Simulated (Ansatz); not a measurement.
Problem. Name crystals whose computed values (r²SCAN in the plane-wave PAW code Ansatz) fall in these windows: gap (eV) 0.89 to 1.1; electron conductivity mass (mₑ) 0.24 to 0.33.

Solution. 

```
crystal                                                    gap (eV)  electron conductivity mass (mₑ)
---------------------------------------------------------  --------  -------------------------------
AgCl, Cmcm (Ag on 4c, Cl on 4c)                                1.01                             0.27
K2BrCl6F, Fm-3m (K on 8c, Br on 4a, Cl on 24e, F on 4b)        1.01                             0.26
Cs2IBrCl6, Fm-3m (Cs on 8c, I on 4a, Br on 4b, Cl on 24e)      0.96                             0.29
CsGeI3, R3m (Cs on 3a, Ge on 3a, I on 9b)                      1.10                             0.24
```
Others may fit too.

Not the usual ambient phase: AgCl, Cmcm (Ag on 4c, Cl on 4c). Standing as an ambient phase not checked: K2BrCl6F, Fm-3m (K on 8c, Br on 4a, Cl on 24e, F on 4b); Cs2IBrCl6, Fm-3m (Cs on 8c, I on 4a, Br on 4b, Cl on 24e); CsGeI3, R3m (Cs on 3a, Ge on 3a, I on 9b). All cells were relaxed under the symmetry of their starts (and spin orders); stability against distortions was not tested throughout. Rows with no word on spin ran without spin polarisation. Spin–orbit coupling is left out wherever it is not named.

Potentials: the later of the program's two PAW sets.
